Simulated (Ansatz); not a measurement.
OsPb$_{2}$Cl$_{4}$O$_{2}$: settings compared (Ansatz)

Run with:

```bash
ansatz run input.yaml --threads 1 --pin off --max-ram 2560MiB --backend cpu --events-out ev --progress --plain --runs-dir out
```

input.yaml:

```yaml
crystal:
  lattice:
    - [-3.454577, 3.454577, 4.324398]
    - [3.454577, -3.454577, 4.324398]
    - [3.454577, 3.454577, -4.324398]
  atoms:
    - { symbol: Os, position: [0.0, 0.0, 0.0] }
    - { symbol: O, position: [0.212, 0.212, 0.0] }
    - { symbol: O, position: [0.788, 0.788, 0.0] }
    - { symbol: Pb, position: [0.75, 0.25, 0.5] }
    - { symbol: Pb, position: [0.25, 0.75, 0.5] }
    - { symbol: Cl, position: [0.23, 0.23, 0.46] }
    - { symbol: Cl, position: [0.23, 0.77, 0.0] }
    - { symbol: Cl, position: [0.77, 0.77, 0.54] }
    - { symbol: Cl, position: [0.77, 0.23, 0.0] }
  symmetry: { tolerance: 0.0003 }
kpoints:
  mp_grid: { grid: [4, 4, 4], shift: [0, 0, 0] }
magnetization:
  spin_polarized: false
scf:
  occupations: { method: fermi_dirac, width: 0.0699 }
hamiltonian:
  pseudopotentials: { kind: paw }
  xc: pbe
basis:
  ecutwfc: 420
output:
  forces: true
  stress: true
  eigenvalues: true
```

Origin of the cell: a known structure type with other elements, at an estimated volume, so it need not be a known compound.

Output of this run (shortened):

```
Pseudopotentials: kind: paw
Pseudopotential: Os, paw, valence charge 16, recommended cutoff 420 eV (normal), Os.paw.azcp
Pseudopotential: O, paw, valence charge 6, recommended cutoff 420 eV (normal), O.paw.azcp
Pseudopotential: Pb, paw, valence charge 14, recommended cutoff 420 eV (normal), Pb.paw.azcp
Pseudopotential: Cl, paw, valence charge 7, recommended cutoff 420 eV (normal), Cl.paw.azcp
Functional definition: PBE
  exchange = pbe_x(kappa = kappa, mu = beta*pi^2/3)
  correlation = pbe_c(beta = beta)
Crystal: 9 atoms, lattice volume = 206.431 Å³
Basis set: ecut = 420 eV, 4099 PW (Γ), exchange–correlation on 90×90×90 points (8 copies of the dense FFT grid, shifted against one another)
Bands: 51, of which v1, the nominal top of the filled ones, is band 42 counted from 1 (41 counted from 0)
Symmetry: 16 space group operations
[… 10 lines left out …]
Initial density: superposition of atomic densities (neutral atoms: chi_scale 0, normalization atom), corrected by the library's trained network
Functional: x = pbe(κ = 0.804, μ = 0.219515), c = pbe(β = 0.066725)
SCF iter   1: F=—  HF=-40650.197560 eV  Δρ=1.09e-2  dr2=2.02e-1
SCF iter   2: F=—  HF=-40650.160763 eV  Δρ=3.61e-3  dr2=3.87e-2  defer=3
SCF iter   3: F=—  HF=-40650.158162 eV  Δρ=1.82e-3  dr2=1.13e-2  defer=3
SCF iter   4: F=—  HF=-40650.156907 eV  Δρ=8.60e-4  dr2=2.50e-3  defer=3
SCF iter   5: F=—  HF=-40650.156462 eV  Δρ=4.63e-4  dr2=5.16e-4  defer=3
SCF iter   6: F=—  HF=-40650.156424 eV  Δρ=2.32e-4  dr2=1.72e-4  defer=3
SCF iter   7: F=—  HF=-40650.156421 eV  Δρ=1.11e-4  dr2=5.50e-5  defer=3
SCF iter   8: F=—  HF=-40650.156362 eV  Δρ=4.43e-5  dr2=8.59e-6  defer=3
SCF iter   9: F=—  HF=-40650.156362 eV  Δρ=1.04e-5  dr2=3.21e-7  defer=3
SCF iter  10: F=-40650.156362 eV  HF=-40650.156362 eV  Δρ=2.12e-6  dr2=9.23e-9
SCF 1 converged in 10 iterations: F = -40650.156362 eV  dr2 = 9.23e-9
SCF converged after 10 iterations
Free energy (F): -40650.156362 eV
Harris-Foulkes:  -40650.156362 eV  (|F-HF|=9.24e-10)
Internal energy: -40650.027005 eV  (E = F + TS)
E sigma→0 (E₀):  -40650.091683 eV
Entropy (-TS):   -0.129357 eV (-14.373 meV/atom)
Fermi energy:    7.792040 eV
--- Per-component energies (eV) ---
  E_band       = -608.410738
  E_kinetic    = 2125.132526
  E_local      = -6810.244730  (includes V_loc(G=0)·N_el)
  E_nonlocal   = 910.024433
  E_hartree    = 2656.798834
  E_xc         = -1281.297248
  E_vxc        = -1220.623165  (∫ρ·V_xc dr)
  E_paw        = -32769.348239  (= ΣΔE_a)
  E_vpaw       = -926.299018  (= ΣTr[D̂ρ^β])
  E_aug_tail   = 0.005047  (compensation charges beyond the density's cutoff)
  E_ewald      = -5481.097628
  E_smearing   = -0.129357  (= −TS)
  Σ components = -40650.156362   (vs F -40650.156362, Δ=0.00e0)
--- Forces (eV/Å), atoms counted from 1 ---
  atom   1  Os     0.000000     0.000000     0.000000
  atom   2  O      0.000000    -0.000000     0.653637
  atom   3  O      0.000000    -0.000000    -0.653637
  atom   4  Pb     0.000000     0.000000     0.000000
  atom   5  Pb     0.000000     0.000000     0.000000
  atom   6  Cl     1.537321     1.537321    -0.000000
  atom   7  Cl    -1.537321     1.537321    -0.000000
  atom   8  Cl    -1.537321    -1.537321    -0.000000
  atom   9  Cl     1.537321    -1.537321    -0.000000
  max |Σ_I F_I| component: 4.44e-16 eV/Å
--- Stress (GPa, compression-positive) ---
        5.096082      -0.000000       0.000000
       -0.000000       5.096082      -0.000000
        0.000000      -0.000000       1.137595
  P = ⅓ Tr σ = 3.7766 GPa (37.766 kbar)
```

The same input was run again with these changes:

1. `basis.ecutwfc` 420 → "25.7 Ry"; `hamiltonian.dispersion` default → d3bjatm
2. `basis.ecutwfc` 420 → "22.0 Ry"; `scf.initial_density.chi_scale` default → 0.0
3. `scf.occupations.method` fermi_dirac → gaussian; `scf.occupations.width` 0.0699 → 0.01; `magnetization` { spin_polarized: false } → { spin_polarized: true } (starts: random); typed moments: Os1 -4, O2 -2, O3 4, Pb4 -0.5, Pb5 -0.5, Cl6 4, Cl7 -2, Cl8 1, Cl9 1
4. `hamiltonian.xc` pbe → pbesol

```csv
run,end,SCF iterations,P (GPa),max force component (eV/Å),moment (μB),ΔE(σ→0) (meV/atom)
base,converged,10,3.78,1.537,–,0
1,converged,10,2.64,1.542,–,–
2,converged,12,3.76,1.543,–,129.77
3,converged,12,3.93,1.589,1.53,-6.28
4,converged,10,0.53,1.283,–,–
```

Energies are compared only where functional, datasets, charge and starting cell are the same.

Not properties of the system: run 1 (too coarse or loose: `basis.ecutwfc` = "25.7 Ry"), run 2 (too coarse or loose: `basis.ecutwfc` = "22.0 Ry").

Caveats of the base run: no moments, though an odd count or open d shells may carry them; no spin-orbit coupling, though heavy elements are present; the k mesh is coarse if the cell is a metal.

Run 1: the cutoff lies below the datasets' advice.
Run 2: the cutoff lies below the datasets' advice.
Run 3: a starting moment was lost; one start, so the magnetic state may not be the lowest; typed moments were cut to what the open shells hold.

The base run ran for 11 s of wall time on 1 CPU thread(s) of a shared host, from the program's own first density.
